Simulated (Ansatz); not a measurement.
Computed with Ansatz, DFT PBE, scalar-relativistic, plane waves, PAW, and for the lanthanide a 4f-in-core norm-conserving potential. All cells share a 690 eV cutoff and Γ-centred k meshes spaced at most about 0.3 Å⁻¹ (about 0.25 or finer for metals, 2π included). No spin polarisation in the final relaxations.

Temperature and zero-point effects are left out. All come from trial cells, and lower structures may exist.

Task: Which of these relaxed structures of Tm2CdC2 is the lowest in energy?
1.

Space group P-6m2 (No. 187). a = 3.714 Å, b = 3.714 Å, c = 7.044 Å, α = 90.00°, β = 90.00°, γ = 120.00°
```
atom  site  symmetry       x       y       z
  Tm    2i       3m. 0.6667  0.3333  0.2008
  Cd    1b      -6m2  0.0000  0.0000  0.5000
   C    1a      -6m2  0.0000  0.0000  0.0000
   C    1d      -6m2  0.3333  0.6667  0.5000
```

2.

Space group P-3m1 (No. 164). a = 4.260 Å, b = 4.260 Å, c = 5.298 Å, α = 90.00°, β = 90.00°, γ = 120.00°
| atom | site | symmetry | x | y | z |
| --- | --- | --- | --- | --- | --- |
| Tm | 2d | 3m. | 0.6667 | 0.3333 | 0.2857 |
| Cd | 1a | -3m. | 0.0000 | 0.0000 | 0.0000 |
| C | 2d | 3m. | 0.6667 | 0.3333 | 0.7523 |

3.

Space group P6/mmm (No. 191). a = 4.556 Å, b = 4.556 Å, c = 5.508 Å, α = 90.00°, β = 90.00°, γ = 120.00°
```json
{"atom": "Tm", "site": "2c", "symmetry": "-6m2", "x": "0.3333", "y": "0.6667", "z": "0.0000"}
{"atom": "Cd", "site": "1b", "symmetry": "6/mmm", "x": "0.0000", "y": "0.0000", "z": "0.5000"}
{"atom": "C", "site": "2e", "symmetry": "6mm", "x": "0.0000", "y": "0.0000", "z": "0.1259"}
```

Result: 2. It has space group P-3m1 (No. 164); the next, 1, with space group P-6m2 (No. 187), lies 199 meV/atom higher. Counting C atoms around Cd and Tm (those within 1.25 times the shortest such distance or 1.15 times the sum of covalent radii, 1.27 where that leaves under three; a plus sign parts nearer from farther groups; the shortest distance is added where it exceeds 1.18 times the sum of covalent radii), the lowest has Tm 4+1, Cd 6 from 2.8 Å and the next has Tm 3+3, Cd 3. Even the lowest lies +0.17 eV/atom against the elements.

Cells relaxed within their symmetry can be saddle points. Some types were kept out of the candidates beforehand, so the set may lack a known form.

The lanthanide is trivalent by construction, without f bands, f moments or other valences. The reference runs of the other elements, and any phases without the lanthanide, used 420 eV, which shifts energies against them by under 10 meV/atom. The lanthanide's reference is the lowest of its hcp, dhcp and fcc cells.
